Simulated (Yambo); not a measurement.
BSE-type run in Yambo on CdS (wurtzite, space group P6_3mc, No. 186), at zero momentum.

Quantum ESPRESSO step (PBE, PseudoDojo standard norm-conserving files, scalar-relativistic):
```
&CONTROL
  calculation = 'nscf'
  pseudo_dir = './pseudo'
  outdir = './out'
/
&SYSTEM
  ibrav = 0
  nat = 4
  ntyp = 2
  ecutwfc = 102.0
  ecutrho = 408.0
  occupations = 'fixed'
  force_symmorphic = .true.
  nbnd = 67
/
&ELECTRONS
  conv_thr = 4e-09
  diago_full_acc = .true.
  diago_thr_init = 1e-08
/
ATOMIC_SPECIES
S 32.0600 S.upf
Cd 112.4140 Cd.upf
CELL_PARAMETERS angstrom
  4.168839851000   0.000000000000   0.000000000000
 -2.084419925000   3.610321215000   0.000000000000
  0.000000000000   0.000000000000   6.779620000000
ATOMIC_POSITIONS crystal
S   0.666666667000   0.333333333000   0.876780000000
S   0.333333333000   0.666666667000   0.376780000000
Cd   0.666666667000   0.333333333000   0.500220000000
Cd   0.333333333000   0.666666667000   0.000220000000
K_POINTS automatic
9 9 4 0 0 0
```

Yambo input:
```
rim_cut
optics
bse
bss
dipoles
em1s
RandQpts= 1000000
RandGvec= 1 Ry
FFTGvecs= 40 Ry
Chimod= "HARTREE"
BSKmod= "SEX"
BSEmod= "resonant"
BSSmod= "hs"
BSENGexx= 15 Ry
BSENGBlk= 4 Ry
% KfnQP_E
 0.973 | 1.0 | 1.0 |
%
% BSEQptR
 1 | 1 |
%
% BSEBands
 21 | 30 |
%
% BEnRange
 0.0 | 8.6 | eV
%
% BDmRange
 0.15 | 0.15 | eV
%
BEnSteps= 172
% BLongDir
 0.0 | 0.0 | 1.0 |
%
BSHayTrs= -0.02
BSSNEig= 24
WRbsWF
% BndsRnXs
 9 | 63 |
%
NGsBlkXs= 4 Ry
% LongDrXs
 1.0 | 1.0 | 1.0 |
%
```

From the report:

The dimension is k points × valence × conduction bands = 324 × 6 × 4 = 7776.
```
  [SLEPC] Approach                          : Krylov-Schur
  [SLEPC] Number of requested eigenvalues   :  24
  [SLEPC] Number of eigenvalues        [NEV]:  24
   [K] Dimension                                    :   7776
   [K] Bands                                        :  21  30
   [K] Exchange res                                 : yes
   [K] Correlation res                              : yes
   [K] W interaction is bare                        : no
   [K] RL vectors exchange                          :   699
   [K] RL vectors correlation                       :  111
   [W] Matrix size                                  :  111
   [W] Bands                                        :    9   63
   [W] Coulomb Cutoff                               : none
   [W] Hxc Kernel                                   : HARTREE
```

Spin-orbit coupling is not included.

Geometry of the Materials Project entry, not relaxed at this level.
